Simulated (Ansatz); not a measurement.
Task: Ru (dhcp (α-La type), P6_3/mmc) is relaxed with PBE (plane waves, PAW; program Ansatz). What lattice parameters of the conventional cell result?

Result: a = 2.709 Å, c = 8.701 Å.

The start of the workflow was typed in or built on a structure type. Its sites differ from those of the usual phase in this space group: another stacking or structure type. Symmetry was held in the PBE relaxation; its stability against distortions is not shown here. The run is not spin-polarised. Axis ratios of metals converge slowly with the k-mesh, so a and c are less sure than the volume.

Potentials: the earlier of the program's two PAW sets.
